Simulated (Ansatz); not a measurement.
# ZnCdSeS: computed property card

ZnCdSeS:
```xyz
4
Lattice="4.0111 0.0000 0.0000 -2.0055 3.4737 0.0000 0.0000 0.0000 6.7218" Properties=species:S:1:pos:R:3 pbc="T T T"
Zn     0.0000     2.3158     6.6506
Cd     0.0000     0.0000     3.4886
Se     0.0000     2.3158     2.3639
S      0.0000     0.0000     5.9953
```

Space group P3m1 (No. 156); conventional cell a = b = 4.011 Å, c = 6.722 Å, α = β = 90.00°, γ = 120.00°.

Method: PBEsol (plane waves, PAW; program Ansatz). Geometry: relaxed at this level of theory. Other levels are named where they apply.

**Cell and energy**

Volume per atom: 23.41 Å³
Density: 5.12 g/cm³
Formation energy from the elements (no fitted shifts): -0.61 eV/atom

**Electronic structure**

* **Band gap**: 0.59 eV (direct)
* **Valence-band maximum**: at Γ
* **Conduction-band minimum**: at Γ
* **Electron effective mass**: 0.091, 0.091, 0.11 mₑ (principal values)
* **Electron effective mass with spin–orbit coupling**: 0.088, 0.088, 0.11 mₑ (principal values)
* **Hole effective mass, band 1 of 2 at the edge**: 1.3 along x, 2.3 along z (mₑ)
* **Hole effective mass, band 2 of 2 at the edge**: 0.089 along x, 2.3 along z (mₑ)
* **Hole effective mass with spin–orbit coupling**: 0.14, 0.14, 2.4 mₑ (principal values)
* **HSE06 gap on the PBEsol cell**: 1.71 eV
* **Gap with spin–orbit coupling**: 0.47 eV

**Mechanics**

* **Bulk modulus (Birch–Murnaghan fit)**: 59.5 GPa
* **Pressure derivative B′**: 4.4
* **Elastic constants (relaxed ions, GPa)**: C11 = 84.5, C12 = 45.4, C13 = 41.7, C14 = -0.8, C33 = 118, C44 = 18.3
* **Mechanical stability**: stable (all eigenvalues of C positive)
* **Hill bulk and shear moduli**: 60.0 and 21.2 GPa
* **Young's modulus**: 56.9 GPa
* **Poisson's ratio**: 0.34
* **Debye temperature from the elastic constants**: 238 K
* **Piezoelectric stress constants (proper, relaxed ions, C/m²)**: e15 = e24 = e31 = e32 = -0.09, e16 = e21 = -0.25, e22 = 0.25, e33 = 0.15

**Phonons**

Highest zone-centre frequency (without LO–TO term): 277 cm⁻¹
Zone-centre stability: no imaginary mode at Γ

The workflow started from a Materials Project entry (that database holds measured and hypothetical structures alike); the Crystallography Open Database copy checked does not list it. Its standing as an ambient phase is unchecked. Symmetry was held in the PBEsol relaxation. Signs of piezoelectric constants follow the polarity of the cell as given. The references are the lowest solids computed at this level, not always the standard phases. Spin–orbit coupling is left out wherever it is not named.

Potentials: the later of the program's two PAW sets.
